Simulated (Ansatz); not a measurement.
Fe (diamond, Fd-3m) under volume change, the program Ansatz at the PBE level (PAW), scaled uniformly.

```
V (Å³/atom)  E − E(relaxed) (meV/atom)     P (GPa)
-----------  -------------------------  ----------
13.161                            67.5       18.11
13.595                            28.3       11.06
14.029                             6.7        5.08
14.463                             0.0        0.01
14.897                      (withheld)  (withheld)
15.331                            22.7       -7.95
15.765                      (withheld)  (withheld)
```

Question: Complete the blanks.

Answer: 
- 14.897, E − E(relaxed) (meV/atom): 6.0
- 14.897, P (GPa): -4.30
- 15.765, E − E(relaxed) (meV/atom): 48.5
- 15.765, P (GPa): -11.04

Question: What does a third-order Birch–Murnaghan fit give for V₀, B₀ and B′?

Answer: V₀ = 14.46 Å³/atom, B₀ = 155 GPa, B′ = 4.5.

The start of the workflow was typed in or built on a structure type; neither database checked (COD, Materials Project) lists it. It is not the phase usual at ambient conditions (space group No. 229). The cell was relaxed with PBE under the symmetry of its start; its stability against distortions is not shown here. The workflow began spin-polarised and lost its moments. The volume moved by -23 % from the start of the relaxation.

Potentials: the later of the program's two PAW sets.
